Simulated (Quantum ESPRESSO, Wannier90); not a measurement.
Wannierisation of InSe (C2/m)

```
begin unit_cell_cart
ang
    0.0000000000    4.1093000000    0.0000000000
   -1.7232320000    0.0000000000    4.7713520000
    5.8263950000   -2.0546500000    0.0000000000
end unit_cell_cart
begin atoms_frac
In   0.1118000000 -0.0468400000  0.2236000000
In  -0.1118000000  0.0468400000 -0.2236000000
Se   0.3390700000  0.3310400000 -0.3218600000
Se  -0.3390700000 -0.3310400000  0.3218600000
end atoms_frac
```

Cell from Materials Project (mp-21405), symmetrised, no further relaxation. Not found in the COD (Crystallography Open Database) copy used, which has the formula in other groups; not checked further. Level: PBEsol, spinors with spin-orbit coupling; pw.x of Quantum ESPRESSO at 69 Ry with PseudoDojo potentials, 4×4×4 k-points, Wannier90. Density: 8×6×8 mesh, cold smearing 0.01 Ry. The cell is built of weakly bound layers, chains or molecules, whose nearest atoms lie 3.55 Å apart. Database cells relaxed without dispersion often hold them too far apart, which can enlarge gaps and weakens couplings between them; spacing and stacking were not compared with the measured crystal.

A tight-binding model is made by disentanglement and projection with no localisation steps (num_iter = 0), so the 32 orbitals stay atom-like: hydrogen-like In: s;p; Se: s;p, axes along x, y, z; frozen window up to 2.58 eV relative to the valence-band maximum. It follows pw.x to 17 meV rms for states up to 2.1 eV relative to the valence-band maximum. Matrix elements depend on this choice of orbitals and windows.

Task: What are the on-site energies relative to the valence-band maximum, and how fast do the hoppings decay?

Result: 
```csv
atom,orbitals,energy (eV)
In1,s↑ s↓,-2.15
In1,pz↑ pz↓,3.44
In1,px↑ px↓,3.74
In1,py↑ py↓,3.42
In2,s↑ s↓,-2.15
In2,pz↑ pz↓,3.44
In2,px↑ px↓,3.74
In2,py↑ py↓,3.42
Se3,s↑ s↓,-11.11
Se3,pz↑ pz↓,-0.77
Se3,px↑ px↓,-0.69
Se3,py↑ py↓,-0.61
Se4,s↑ s↓,-11.11
Se4,pz↑ pz↓,-0.77
Se4,px↑ px↓,-0.69
Se4,py↑ py↓,-0.61
```

| distance of the centres (Å) | largest modulus (eV) |
|---|---|
| 2–3 | 1.6 |
| 3–4 | 2.1 |
| 4–5 | 0.60 |
| 5–6 | 0.14 |
| 6–7 | 0.14 |
